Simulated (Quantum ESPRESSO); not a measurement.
# Si3AlC3N: input and log of a self-consistent run

A calculation, not a measurement. The program is pw.x of Quantum ESPRESSO 7.5 (plane-wave density functional theory). The cell is made up: 8 atoms on a zincblende/diamond lattice, with randomly drawn elements, strain and displacements, not relaxed. PseudoDojo standard norm-conserving files (v0.5 for PBE, v0.4.1 for LDA and PBEsol) set the functional; there is no spin polarisation, spin-orbit coupling or dispersion term, and the masses in the input are unused placeholders.

Input:

```
&control calculation='scf', pseudo_dir='./dojo.nc.sr.pbe.v0_5.standard.upf', outdir='./o', disk_io='medium', tprnfor=.true., tstress=.true. /
&system ibrav=0, nat=8, ntyp=4, nbnd=22, ecutwfc=84.00895049, nosym=.true., tot_charge=0,
 occupations='smearing', smearing='fd', degauss=0.0018374661
/
&electrons conv_thr=7.350e-09, electron_maxstep=60, /
ATOMIC_SPECIES
Al 1.0 Al.upf
C 1.0 C.upf
N 1.0 N.upf
Si 1.0 Si.upf
CELL_PARAMETERS angstrom
4.2589 0.0486 0.0182
0.0486 4.3154 0.0181
0.0181 0.018 4.367
ATOMIC_POSITIONS angstrom
Si -0.1458 0.0256 -0.1008
Si 0.0392 2.1439 2.1442
Al 2.0049 -0.0502 2.2286
Si 2.1999 2.1845 0.0924
C 1.059 1.0543 1.0747
C 0.9363 3.3742 3.4518
N 3.1932 1.0755 3.3113
C 3.1909 3.1194 1.1855
K_POINTS automatic
4 4 4 1 1 1
```

The log is shortened where brackets say so; the opening notice, blank lines, dates and the lines on written files are dropped, and the path of the files is cut. It prints rydbergs, bohrs and kilobars, and counts compression as positive stress. With no partly filled state, the Fermi energy that it prints is only some level between the filled and the empty states on the mesh, and need not lie in the true gap.

```
     Program PWSCF v.7.5
     Parallel version (MPI & OpenMP), running on       1 processor cores
     Number of MPI processes:                 1
     Threads/MPI process:                     1
     [start-up lines left out]
     bravais-lattice index     =            0
     lattice parameter (alat)  =       8.0488  a.u.
     unit-cell volume          =     541.5361 (a.u.)^3
     number of atoms/cell      =            8
     number of atomic types    =            4
     number of electrons       =        32.00
     number of Kohn-Sham states=           22
     kinetic-energy cutoff     =      84.0090  Ry
     charge density cutoff     =     336.0358  Ry
     scf convergence threshold =      7.3E-09
     mixing beta               =       0.7000
     number of iterations used =            8  plain     mixing
     Exchange-correlation= PBE
                           (   1   4   3   4   0   0   0)
     [axes and pseudopotential details left out]
   Cartesian axes
     site n.     atom                  positions (alat units)
         1        Si     tau(   1) = (  -0.0342317   0.0060105  -0.0236663  )
         2        Si     tau(   2) = (   0.0092036   0.5033555   0.5034260  )
         3        Al     tau(   3) = (   0.4707204  -0.0117862   0.5232418  )
         4        Si     tau(   4) = (   0.5165035   0.5128878   0.0216941  )
         5        C      tau(   5) = (   0.2486373   0.2475338   0.2523234  )
         6        C      tau(   6) = (   0.2198292   0.7922115   0.8104308  )
         7        N      tau(   7) = (   0.7497154   0.2525113   0.7774435  )
         8        C      tau(   8) = (   0.7491754   0.7323883   0.2783376  )
     number of k points=    32  Fermi-Dirac smearing, width (Ry)=  0.0018
                       cart. coord. in units 2pi/alat
        k(    1) = (   0.1231064   0.1214791   0.1209039), wk =   0.0625000
        k(    2) = (   0.1220759   0.1204679   0.3647419), wk =   0.0625000
     [further k points left out]
     Dense  grid:    56317 G-vectors     FFT dimensions: (  48,  48,  50)
     Estimated max dynamical RAM per process >      65.48 MB
     Initial potential from superposition of free atoms
     starting charge      31.9956, renormalised to      32.0000
     Starting wfcs are   32 randomized atomic wfcs
     total cpu time spent up to now is        3.7 secs
     per-process dynamical memory:    51.3 Mb
     Self-consistent Calculation
     iteration #  1     ecut=    84.01 Ry     beta= 0.70
     Davidson diagonalization with overlap
     ethr =  1.00E-02,  avg # of iterations =  3.7
     total cpu time spent up to now is       11.2 secs
     total energy              =     -86.15939523 Ry
     estimated scf accuracy    <       2.15667824 Ry
     iteration #  2     ecut=    84.01 Ry     beta= 0.70
     Davidson diagonalization with overlap
     ethr =  6.74E-03,  avg # of iterations =  2.0
     total cpu time spent up to now is       20.7 secs
     total energy              =     -86.83124557 Ry
     estimated scf accuracy    <       0.88236473 Ry
     iteration #  3     ecut=    84.01 Ry     beta= 0.70
     Davidson diagonalization with overlap
     ethr =  2.76E-03,  avg # of iterations =  2.0
     total cpu time spent up to now is       28.8 secs
     total energy              =     -86.95829417 Ry
     estimated scf accuracy    <       0.02253347 Ry
     iteration #  4     ecut=    84.01 Ry     beta= 0.70
     Davidson diagonalization with overlap
     ethr =  7.04E-05,  avg # of iterations =  8.2
     total cpu time spent up to now is       40.1 secs
     total energy              =     -86.97215238 Ry
     estimated scf accuracy    <       0.00688002 Ry
     iteration #  5     ecut=    84.01 Ry     beta= 0.70
     Davidson diagonalization with overlap
     ethr =  2.15E-05,  avg # of iterations =  2.6
     total cpu time spent up to now is       46.3 secs
     total energy              =     -86.97259563 Ry
     estimated scf accuracy    <       0.00265874 Ry
     [iterations 6 to 7 left out]
     iteration #  8     ecut=    84.01 Ry     beta= 0.70
     Davidson diagonalization with overlap
     ethr =  6.70E-08,  avg # of iterations =  3.8
     total cpu time spent up to now is       74.8 secs
     total energy              =     -86.97268793 Ry
     estimated scf accuracy    <       0.00000437 Ry
     iteration #  9     ecut=    84.01 Ry     beta= 0.70
     Davidson diagonalization with overlap
     ethr =  1.37E-08,  avg # of iterations =  2.0
     total cpu time spent up to now is       84.1 secs
     total energy              =     -86.97268800 Ry
     estimated scf accuracy    <       0.00000103 Ry
     iteration # 10     ecut=    84.01 Ry     beta= 0.70
     Davidson diagonalization with overlap
     ethr =  3.21E-09,  avg # of iterations =  2.0
     total cpu time spent up to now is       93.9 secs
     total energy              =     -86.97268827 Ry
     estimated scf accuracy    <       0.00000003 Ry
     iteration # 11     ecut=    84.01 Ry     beta= 0.70
     Davidson diagonalization with overlap
     ethr =  8.88E-11,  avg # of iterations =  3.9
     total cpu time spent up to now is      103.6 secs
     total energy              =     -86.97268828 Ry
     estimated scf accuracy    <       0.00000001 Ry
     iteration # 12     ecut=    84.01 Ry     beta= 0.70
     Davidson diagonalization with overlap
     ethr =  3.57E-11,  avg # of iterations =  2.0
     total cpu time spent up to now is      111.7 secs
     End of self-consistent calculation
          k = 0.1231 0.1215 0.1209 (  7045 PWs)   bands (ev):
    -7.4181  -3.5521  -1.4034  -0.7389   1.5985   2.2727   3.5427   4.9663
     5.1390   5.4354   6.3269   6.7244   6.8025   7.9913   9.4048   9.5587
    11.3845  11.9742  12.1872  14.6919  15.3995  15.6053
     [levels at the other k points left out]
     the Fermi energy is    10.4732 ev
!    total energy              =     -86.97268828 Ry
     estimated scf accuracy    <          5.2E-10 Ry
     smearing contrib. (-TS)   =      -0.00000000 Ry
     internal energy E=F+TS    =     -86.97268828 Ry
     The total energy is F=E-TS. E is the sum of the following terms:
     one-electron contribution =      15.91000278 Ry
     hartree contribution      =      13.06214643 Ry
     xc contribution           =     -31.39059780 Ry
     ewald contribution        =     -84.55423969 Ry
     convergence has been achieved in  12 iterations
     Forces acting on atoms (cartesian axes, Ry/au):
     atom    1 type  4   force =     0.00392732    0.01738588    0.24928976
     atom    2 type  4   force =     0.04294861   -0.00457518    0.07290886
     atom    3 type  1   force =     0.04453570    0.00493392   -0.00677553
     atom    4 type  4   force =    -0.12777705   -0.02236739   -0.04007351
     atom    5 type  2   force =    -0.05193381    0.04009795   -0.05293297
     atom    6 type  2   force =     0.13277242   -0.24343259   -0.12698403
     atom    7 type  3   force =    -0.05423255    0.10182265   -0.04460274
     atom    8 type  2   force =     0.00975938    0.10613477   -0.05082985
     Total force =     0.468501     Total SCF correction =     0.000013
     Computing stress (Cartesian axis) and pressure
          total   stress  (Ry/bohr**3)                   (kbar)     P=      184.85
   0.00152523  -0.00096916  -0.00012615          224.37     -142.57      -18.56
  -0.00096916   0.00121914  -0.00012627         -142.57      179.34      -18.57
  -0.00012615  -0.00012627   0.00102547          -18.56      -18.57      150.85
     init_run     :      3.35s CPU      3.60s WALL (       1 calls)
     electrons    :     99.48s CPU    108.05s WALL (       1 calls)
     forces       :      1.61s CPU      1.63s WALL (       1 calls)
     stress       :      6.00s CPU      6.04s WALL (       1 calls)
     [timing details left out]
     PWSCF        :   1m50.53s CPU   1m59.48s WALL
     JOB DONE.
```

In other units: free energy -1183.324 eV for the cell, pressure 18.49 GPa, largest force component 6.409 eV/Å. A rerun of the same cell at another strain at 1437 eV and a 6 x 6 x 6 mesh moved values by no more than 0.005 eV in energy, 0.03 GPa in stress and 0.004 eV/Å in force.